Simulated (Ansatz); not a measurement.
Li (diamond, Fd-3m) under volume change, DFT-PBEsol in the program Ansatz with PAW potentials, scaled uniformly.

| V (Å³/atom) | E − E(relaxed) (meV/atom) | P (GPa) |
|---|---|---|
| 23.150 | 4.0 | 0.59 |
| 23.913 | 1.7 | 0.37 |
| 24.676 | 0.4 | 0.18 |
| 25.439 | 0.0 | 0.00 |
| 26.202 | 0.4 | -0.15 |
| 26.965 | 1.4 | -0.29 |
| 27.729 | 3.2 | -0.42 |

What does a third-order Birch–Murnaghan fit give for V₀, B₀ and B′?

V₀ = 25.44 Å³/atom, B₀ = 5.5 GPa, B′ = 2.7.

The start of the workflow was typed in or built on a structure type; neither database checked (COD, Materials Project) lists it. It is not the phase usual at ambient conditions (space group No. 229). The cell was relaxed with PBEsol under the symmetry of its start. At this level the phase is mechanically unstable. The volume moved by -25 % from the start of the relaxation.

Potentials: the later of the program's two PAW sets.
